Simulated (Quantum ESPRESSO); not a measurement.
# MoPt2Ga3ReZn: input and log of a self-consistent run

Simulated, not a measurement. The program is pw.x of Quantum ESPRESSO 7.5 (plane-wave density functional theory). The cell is made up: eight metal atoms on a face-centred cubic lattice, with elements, volume, strain and displacements drawn at random and not relaxed, so it may be unstable or far from any real phase. PseudoDojo standard norm-conserving files set the functional (PBE unless stated); there is no spin polarisation or spin-orbit coupling, the Fermi-Dirac width of 0.25 eV means electrons at about 2900 K, and the masses in the input are unused placeholders. Heavy elements are run without spin-orbit coupling, which real alloys of them have. A spin test at this wide smearing found no moment, but such smearing suppresses magnetism that the real alloy may have.

Input:

```
&control calculation='scf', pseudo_dir='./dojo.nc.sr.pbe.v0_5.standard.upf', outdir='./o', disk_io='minimal', tprnfor=.true., tstress=.true. /
&system ibrav=0, nat=8, ntyp=5, nbnd=75, ecutwfc=84.00895049, nosym=.true., tot_charge=0,
 occupations='smearing', smearing='fd', degauss=0.0183746611
/
&electrons conv_thr=1.470e-08, electron_maxstep=70, mixing_beta=0.5 /
ATOMIC_SPECIES
Ga 1.0 Ga.upf
Mo 1.0 Mo.upf
Pt 1.0 Pt.upf
Re 1.0 Re.upf
Zn 1.0 Zn.upf
CELL_PARAMETERS angstrom
2.0076 4.0567 2.0614
2.0633 -4.0763 2.0451
2.011 -0.0262 -6.1353
ATOMIC_POSITIONS angstrom
Mo 0.0544 -0.0067 -0.0244
Pt 2.0305 -2.0385 0.0662
Pt 2.0329 0.0112 -2.0553
Ga 4.1065 -2.0763 -2.0455
Ga 2.0365 -0.0771 2.0355
Ga 2.0627 2.0545 0.0405
Re 4.0905 0.0095 0.0159
Zn 4.0042 1.9611 -2.0245
K_POINTS automatic
5 5 4 1 1 1
```

The log is shortened where brackets say so; the opening notice, blank lines, dates and the lines on written files are dropped, and the path of the files is cut. It prints rydbergs, bohrs and kilobars, and counts compression as positive stress. Its total energy is the free energy E - TS of the whole cell.

```
     Program PWSCF v.7.5
     Parallel version (MPI & OpenMP), running on       4 processor cores
     Number of MPI processes:                 4
     Threads/MPI process:                     1
     [start-up lines left out]
     bravais-lattice index     =            0
     lattice parameter (alat)  =       9.3987  a.u.
     unit-cell volume          =     911.9743 (a.u.)^3
     number of atoms/cell      =            8
     number of atomic types    =            5
     number of electrons       =       124.00
     number of Kohn-Sham states=           75
     kinetic-energy cutoff     =      84.0090  Ry
     charge density cutoff     =     336.0358  Ry
     scf convergence threshold =      1.5E-08
     mixing beta               =       0.5000
     number of iterations used =            8  plain     mixing
     Exchange-correlation= PBE
                           (   1   4   3   4   0   0   0)
     [axes and pseudopotential details left out]
   Cartesian axes
     site n.     atom                  positions (alat units)
         1        Mo     tau(   1) = (   0.0109378  -0.0013471  -0.0049059  )
         2        Pt     tau(   2) = (   0.4082560  -0.4098645   0.0133103  )
         3        Pt     tau(   3) = (   0.4087386   0.0022519  -0.4132424  )
         4        Ga     tau(   4) = (   0.8256604  -0.4174647  -0.4112720  )
         5        Ga     tau(   5) = (   0.4094624  -0.0155019   0.4092613  )
         6        Ga     tau(   6) = (   0.4147302   0.4130815   0.0081430  )
         7        Re     tau(   7) = (   0.8224434   0.0019101   0.0031969  )
         8        Zn     tau(   8) = (   0.8050918   0.3943023  -0.4070497  )
     number of k points=    50  Fermi-Dirac smearing, width (Ry)=  0.0184
                       cart. coord. in units 2pi/alat
        k(    1) = (   0.2604630   0.0018158  -0.0159659), wk =   0.0400000
        k(    2) = (   0.4141089   0.0031733  -0.1682734), wk =   0.0400000
     [further k points left out]
     Dense  grid:    94897 G-vectors     FFT dimensions: (  60,  60,  72)
     Estimated max dynamical RAM per process >     365.66 MB
     Estimated total dynamical RAM >       1.36 GB
     Initial potential from superposition of free atoms
     starting charge     123.9898, renormalised to     124.0000
     Starting wfcs are   77 randomized atomic wfcs
     total cpu time spent up to now is        4.3 secs
     per-process dynamical memory:   277.6 Mb
     Self-consistent Calculation
     iteration #  1     ecut=    84.01 Ry     beta= 0.50
     Davidson diagonalization with overlap
     ethr =  1.00E-02,  avg # of iterations =  4.5
     total cpu time spent up to now is       14.2 secs
     total energy              =   -1712.68753329 Ry
     estimated scf accuracy    <       1.44373306 Ry
     iteration #  2     ecut=    84.01 Ry     beta= 0.50
     Davidson diagonalization with overlap
     ethr =  1.16E-03,  avg # of iterations =  3.9
     total cpu time spent up to now is       23.5 secs
     total energy              =   -1712.25337539 Ry
     estimated scf accuracy    <      16.78737345 Ry
     iteration #  3     ecut=    84.01 Ry     beta= 0.50
     Davidson diagonalization with overlap
     ethr =  1.16E-03,  avg # of iterations =  3.0
     total cpu time spent up to now is       32.1 secs
     total energy              =   -1713.32771706 Ry
     estimated scf accuracy    <       1.07521254 Ry
     iteration #  4     ecut=    84.01 Ry     beta= 0.50
     Davidson diagonalization with overlap
     ethr =  8.67E-04,  avg # of iterations =  2.0
     total cpu time spent up to now is       39.5 secs
     total energy              =   -1713.43929608 Ry
     estimated scf accuracy    <       0.09050817 Ry
     iteration #  5     ecut=    84.01 Ry     beta= 0.50
     Davidson diagonalization with overlap
     ethr =  7.30E-05,  avg # of iterations =  3.4
     total cpu time spent up to now is       47.8 secs
     total energy              =   -1713.44890591 Ry
     estimated scf accuracy    <       0.01383811 Ry
     [iterations 6 to 9 left out]
     iteration # 10     ecut=    84.01 Ry     beta= 0.50
     Davidson diagonalization with overlap
     ethr =  1.01E-07,  avg # of iterations =  2.0
     total cpu time spent up to now is       88.3 secs
     total energy              =   -1713.45163106 Ry
     estimated scf accuracy    <       0.00000694 Ry
     iteration # 11     ecut=    84.01 Ry     beta= 0.50
     Davidson diagonalization with overlap
     ethr =  5.60E-09,  avg # of iterations =  2.0
     total cpu time spent up to now is       96.6 secs
     total energy              =   -1713.45163220 Ry
     estimated scf accuracy    <       0.00000034 Ry
     iteration # 12     ecut=    84.01 Ry     beta= 0.50
     Davidson diagonalization with overlap
     ethr =  2.75E-10,  avg # of iterations =  2.7
     total cpu time spent up to now is      104.9 secs
     total energy              =   -1713.45163224 Ry
     estimated scf accuracy    <       0.00000019 Ry
     iteration # 13     ecut=    84.01 Ry     beta= 0.50
     Davidson diagonalization with overlap
     ethr =  1.49E-10,  avg # of iterations =  1.6
     total cpu time spent up to now is      112.0 secs
     total energy              =   -1713.45163226 Ry
     estimated scf accuracy    <       0.00000008 Ry
     iteration # 14     ecut=    84.01 Ry     beta= 0.50
     Davidson diagonalization with overlap
     ethr =  6.84E-11,  avg # of iterations =  1.0
     total cpu time spent up to now is      118.7 secs
     End of self-consistent calculation
     [lines on levels left out]
!    total energy              =   -1713.45163226 Ry
     estimated scf accuracy    <          7.2E-09 Ry
     smearing contrib. (-TS)   =      -0.09538711 Ry
     internal energy E=F+TS    =   -1713.35624515 Ry
     The total energy is F=E-TS. E is the sum of the following terms:
     one-electron contribution =    -632.28651454 Ry
     hartree contribution      =     397.58953681 Ry
     xc contribution           =    -320.51713356 Ry
     ewald contribution        =   -1158.14213386 Ry
     convergence has been achieved in  14 iterations
     Forces acting on atoms (cartesian axes, Ry/au):
     atom    1 type  2   force =    -0.04106939    0.00303372    0.03810316
     atom    2 type  3   force =     0.00156172   -0.00035370   -0.00458182
     atom    3 type  3   force =     0.00751077   -0.00512916   -0.00327844
     atom    4 type  1   force =    -0.02495433    0.00176025    0.02549916
     atom    5 type  1   force =     0.01450225    0.00667025   -0.01127893
     atom    6 type  1   force =     0.01898560   -0.00565190   -0.01809804
     atom    7 type  4   force =     0.02497541   -0.00318991   -0.03070495
     atom    8 type  5   force =    -0.00151204    0.00286044    0.00433987
     Total force =     0.085140     Total SCF correction =     0.000326
     Computing stress (Cartesian axis) and pressure
          total   stress  (Ry/bohr**3)                   (kbar)     P=     -134.18
  -0.00097333  -0.00005460   0.00013830         -143.18       -8.03       20.34
  -0.00005460  -0.00078744  -0.00006404           -8.03     -115.84       -9.42
   0.00013830  -0.00006404  -0.00097569           20.34       -9.42     -143.53
     init_run     :      4.08s CPU      4.21s WALL (       1 calls)
     electrons    :    111.20s CPU    114.39s WALL (       1 calls)
     forces       :      1.49s CPU      1.49s WALL (       1 calls)
     stress       :      5.09s CPU      5.09s WALL (       1 calls)
     [timing details left out]
     PWSCF        :   2m 1.97s CPU   2m 5.31s WALL
     JOB DONE.
```

In other units: free energy -23312.697 eV for the cell, pressure -13.42 GPa, largest force component 1.056 eV/Å in size. The run took 127 s of wall time with four MPI processes on a shared machine (AMD EPYC, Zen 5, virtual cores), so the time is rough. A rerun of this cell at a higher cutoff and on a denser mesh moved values by no more than 0.003 eV in energy, 0.04 GPa in stress and 0.005 eV/Å in force, and a second program with other atomic files agreed on that cell to 2 % rms in force and 0.5 GPa in pressure.